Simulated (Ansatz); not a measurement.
# SrNi₂As₂ (I4/mmm): electronic heat capacity and spin susceptibility from the density of states

Computed with DFT PBEsol, scalar-relativistic, plane waves, PAW in Ansatz 0.2.0.

Plane waves to 420 eV, a k mesh through Γ of 12×12×12 on the computed 5-atom cell and Gaussian smearing (0.10 eV); no spin polarisation.

Relaxed cell: I4/mmm, a = 4.112 Å, b = 4.112 Å, c = 10.130 Å, α = 90.00°, β = 90.00°, γ = 90.00°, 5 atoms in the primitive cell. Whether it is the stable form of this composition wasn't checked.

The density of states at the Fermi level is 2.469 states/eV in the cell of 5 atoms (1 formula unit; both spins, tetrahedra on a 18×18×18 mesh). Averaged over bins of 0.1 eV the density runs from 2.2 to 3.6 states/eV within 0.2 eV of the Fermi level, so the figure hangs on the exact place of that level.

Task: What Sommerfeld coefficient and Pauli susceptibility does this give?

Result: Per formula unit N(E_F) = 2.469 states/eV. γ = (π²/3) k_B² N(E_F) N_A = 2.357 mJ/(mol K²) per state/eV, so γ = 5.8 mJ/(mol K²), a mole of formula units. χ_P = μ_B² N(E_F) N_A = 3.23×10⁻⁵ emu/mol per state/eV gives 8.0×10⁻⁵ emu/mol. This is the bare band result: a measured γ of the same phase is as a rule larger by a factor 1 + λ from phonons and spin fluctuations, the spin part of χ is larger by the Stoner factor, and a measured χ also holds orbital and core terms. N(E_F) at one energy is sensitive to the mesh where the density of states has sharp peaks.

A ferromagnetic start lost its moments in a first run, so spin was left out; other magnetic orders weren't tried.

Cost: 1 run of about 3.1 core-minutes, on Intel Xeon 6975P-C (Granite Rapids) (shared hosts).